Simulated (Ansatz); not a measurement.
Geometry optimisation in Ansatz: input, command and trajectory.

```yaml
crystal:
  lattice:
    - [3.2199515768, 0.0, 0.0]
    - [-1.6099757884, 2.7885598645, 0.0]
    - [0.0, 0.0, 6.2524779959]
  atoms:
    - { symbol: Sn, position: [0.6666666667, 0.3333333333, 0.2627815857] }
    - { symbol: Sn, position: [0.3333333333, 0.6666666667, 0.7372184143] }
    - { symbol: O, position: [0.0, 0.0, 0.0] }
basis:
  ecutwfc: 420
kpoints:
  mp_grid: { grid: [18, 18, 8] }
hamiltonian:
  xc: pbesol
scf:
  occupations: { method: gaussian, width: 0.1 }
output:
  forces: true
  stress: true
  eigenvalues: true
relax:
  adjacent_minimum: "off"
  f_tol: 0.01
  max_steps: 60
  cell: { stress_tol: 0.1 }
```

```bash
ansatz run input.yaml --threads 1 --pin off --max-ram 2560MiB --backend cpu --events-out ev --progress --plain --runs-dir out
```

Method: DFT PBEsol, scalar-relativistic, plane waves, PAW in Ansatz 0.2.0.

Of 6 frames 6 are shown, positions in Å and forces in eV/Å; the SCF threshold varies from step to step. Steps run on the plane waves of an earlier cell, with a Pulay correction in the pressure. The basis is chosen afresh for the last frame, the zero of the energies, and at times for earlier ones too; energy and pressure step there, also at an unchanged geometry. The mark taken_back stands on steps that the optimiser undid.

```xyz
3
Lattice="3.2200 0.0000 0.0000 -1.6100 2.7886 0.0000 0.0000 0.0000 6.2525" Properties=species:S:1:pos:R:3:forces:R:3 pbc="T T T" step=1 free_energy_over_end_meV_per_atom=0.47 pressure_GPa=0.12
Sn    1.6100    0.9295    1.6430    0.0000    0.0000   -0.0486
Sn    0.0000    1.8590    4.6094    0.0000    0.0000    0.0486
O     0.0000    0.0000    0.0000    0.0000    0.0000    0.0000
3
Lattice="3.2321 0.0000 0.0000 -1.6160 2.7991 0.0000 0.0000 0.0000 6.3594" Properties=species:S:1:pos:R:3:forces:R:3 pbc="T T T" step=2 free_energy_over_end_meV_per_atom=3.28 pressure_GPa=-0.43 taken_back
Sn    1.6160    0.9330    1.6233    0.0000    0.0000    0.2051
Sn    0.0000    1.8660    4.7361    0.0000    0.0000   -0.2051
O     0.0000    0.0000    0.0000    0.0000    0.0000    0.0000
3
Lattice="3.2206 0.0000 0.0000 -1.6103 2.7891 0.0000 0.0000 0.0000 6.2904" Properties=species:S:1:pos:R:3:forces:R:3 pbc="T T T" step=3 free_energy_over_end_meV_per_atom=0.31 pressure_GPa=-0.04
Sn    1.6103    0.9297    1.6398    0.0000    0.0000    0.0106
Sn    0.0000    1.8594    4.6506    0.0000    0.0000   -0.0106
O     0.0000    0.0000    0.0000    0.0000    0.0000    0.0000
3
Lattice="3.2175 0.0000 0.0000 -1.6087 2.7864 0.0000 0.0000 0.0000 6.3089" Properties=species:S:1:pos:R:3:forces:R:3 pbc="T T T" step=4 free_energy_over_end_meV_per_atom=0.28 pressure_GPa=-0.16
Sn    1.6087    0.9288    1.6440    0.0000    0.0000   -0.0168
Sn    0.0000    1.8576    4.6649    0.0000    0.0000    0.0168
O     0.0000    0.0000    0.0000    0.0000    0.0000    0.0000
3
Lattice="3.2138 0.0000 0.0000 -1.6069 2.7832 0.0000 0.0000 0.0000 6.3199" Properties=species:S:1:pos:R:3:forces:R:3 pbc="T T T" step=5 free_energy_over_end_meV_per_atom=0.22 pressure_GPa=-0.03
Sn    1.6069    0.9277    1.6440    0.0000    0.0000   -0.0029
Sn    0.0000    1.8555    4.6759    0.0000    0.0000    0.0029
O     0.0000    0.0000    0.0000    0.0000    0.0000    0.0000
3
Lattice="3.2138 0.0000 0.0000 -1.6069 2.7832 0.0000 0.0000 0.0000 6.3199" Properties=species:S:1:pos:R:3:forces:R:3 pbc="T T T" step=6 free_energy_over_end_meV_per_atom=0.00 pressure_GPa=-0.01
Sn    1.6069    0.9277    1.6440    0.0000    0.0000   -0.0032
Sn    0.0000    1.8555    4.6759    0.0000    0.0000    0.0032
O     0.0000    0.0000    0.0000    0.0000    0.0000    0.0000
```

The run took 90 s on 1 thread of Arm Neoverse V2 (shared host), peak memory 0.53 GiB.